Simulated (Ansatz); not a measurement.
Consider the following.

TaSbO₄:
```xyz
24
Lattice="5.5599 0.0000 0.0000 0.0000 11.8866 0.0000 0.0000 0.0000 4.9693" Properties=species:S:1:pos:R:3 pbc="T T T"
Ta     3.4673     2.9716     1.2423
Ta     2.0926     8.9149     3.7270
Ta     4.8726     8.9149     1.2423
Ta     0.6873     2.9716     3.7270
Sb     1.3900     0.0000     0.9734
Sb     4.1699     0.0000     3.9959
Sb     1.3900     5.9433     1.5113
Sb     4.1699     5.9433     3.4580
O      3.2290     1.1267     0.4147
O      2.3309    10.7599     4.5546
O      5.1109    10.7599     0.4147
O      0.4490     1.1267     4.5546
O      3.2290     4.8166     2.0699
O      2.3309     7.0700     2.8993
O      5.1109     7.0700     2.0699
O      0.4490     4.8166     2.8993
O      1.9391     2.3672     2.4471
O      3.6208     9.5194     2.5222
O      0.8409     9.5194     2.4471
O      4.7190     2.3672     2.5222
O      1.9391     3.5761     0.0376
O      3.6208     8.3105     4.9317
O      0.8409     8.3105     0.0376
O      4.7190     3.5761     4.9317
```

This is the r²SCAN-relaxed structure. Tensor components refer to the Cartesian frame of this cell.

### Question
All from the program Ansatz at the r²SCAN level (PAW), unless another level is named. Predict the band gap.

### Answer
3.43 eV (indirect).

### Question
Next, the smallest direct gap on the standard path?

### Answer
3.48 eV.

### Question
What about the conduction-band minimum?

### Answer
at Γ.

### Question
Predict the valence-band maximum.

### Answer
on the Γ–Z line, 42 % of the way from Γ (k = 0.000, 0.000, 0.208 in fractions of the reciprocal vectors).

Space group Pnna. The first step of the workflow began from a Materials Project structure, measured or hypothetical; the Crystallography Open Database files this formula in space group No. 52, but the cells were not matched. Its standing as an ambient phase is unchecked. The r²SCAN relaxation kept the symmetry of its start; whether a distortion lowers the energy is not shown. The run is not spin-polarised. Spin–orbit coupling is left out wherever it is not named.

Potentials: the later of the program's two PAW sets.
